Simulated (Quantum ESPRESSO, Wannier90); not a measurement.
**Wannier functions of InP (zinc blende)**

Cell from Materials Project (mp-20351), symmetrised, no further relaxation. COD (Crystallography Open Database) has an entry of this formula and space group (matched by these alone). Computed values, not measurements, from LDA: Quantum ESPRESSO (norm-conserving PseudoDojo potentials, cutoff 56 Ry, no spin polarisation, no spin-orbit coupling) on a Γ-centred 10×10×10 mesh, then Wannier90. Density: 10×10×10 mesh, Gaussian smearing 0.01 Ry. Spin-orbit coupling is left out although heavy elements are present.

```
begin unit_cell_cart
ang
    0.0000000000    2.9519750000    2.9519750000
    2.9519750000    0.0000000000    2.9519750000
    2.9519750000    2.9519750000    0.0000000000
end unit_cell_cart
mp_grid = 10 10 10
```

Neighbour vectors b of the finite-difference formula (Å⁻¹), by shell:

```tsv
shell	b_x	b_y	b_z
1	0.10642	0.10642	-0.10642
1	0.10642	-0.10642	0.10642
1	-0.10642	0.10642	0.10642
1	0.10642	0.10642	0.10642
1	-0.10642	-0.10642	0.10642
1	-0.10642	0.10642	-0.10642
1	0.10642	-0.10642	-0.10642
1	-0.10642	-0.10642	-0.10642
```

Find the weights w_b from the completeness condition Σ_b w_b b_α b_β = δ_αβ.

Shell 1: Σ b_x² = 0.091, Σ b_y² = 0.091, Σ b_z² = 0.091 Å⁻²
Each of the three diagonal sums, weighted, has to give 1 and the off-diagonal ones 0, which holds for w_1 = 11.0 Å². Check on xx: 11.04×0.091 = 1.00.

On this mesh the 4 functions of bands 6-9 (valence bands; start: s functions at the bond centres, conv_tol = 1.0e-6) end with spreads 2.4405, 2.4405, 2.4405, 2.4405 Å², Ω_I = 9.1345 Å² and Ω_D = 0.0151 Å².

Ω_total is the sum of the spreads, 9.762 Å². Ω_OD = Ω_total − Ω_I − Ω_D = 0.612 Å². Only (Ω_D + Ω_OD)/Ω_total = 6.4 % depends on the gauge, and another start could lower the total by that share at most. The rms radius is √(Ω_total/4) = 1.56 Å.
